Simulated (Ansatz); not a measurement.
Consider the following.

BN:
```
CELL_PARAMETERS angstrom
      4.42046     0.00000     0.00000
      0.00000     4.42046     0.00000
      0.00000     0.00000     4.42046
ATOMIC_POSITIONS crystal
  B  0.25000 0.00000 0.50000
  B  0.50000 0.25000 0.00000
  B  0.50000 0.75000 0.00000
  B  0.75000 0.00000 0.50000
  B  0.00000 0.50000 0.75000
  B  0.00000 0.50000 0.25000
  N  0.25000 0.50000 0.00000
  N  0.00000 0.25000 0.50000
  N  0.00000 0.75000 0.50000
  N  0.75000 0.50000 0.00000
  N  0.50000 0.00000 0.75000
  N  0.50000 0.00000 0.25000
```

This is the r²SCAN-relaxed structure.

### Question
All from DFT-r²SCAN in the program Ansatz with PAW potentials, unless another level is named. Give the Young's modulus.

### Answer
580 GPa.

### Question
What about the elastic constants (relaxed ions, GPa)?

### Answer
C11 = 742, C12 = 90.0, C44 = 201.

Space group Pm-3n. The start of the workflow was typed in or built on a structure type; neither database checked (COD, Materials Project) lists it. It is not the phase usual at ambient conditions (space group No. 186, 194, 216). The cell was relaxed with r²SCAN under the symmetry of its start; its stability against distortions is not shown here.

Potentials: the later of the program's two PAW sets.
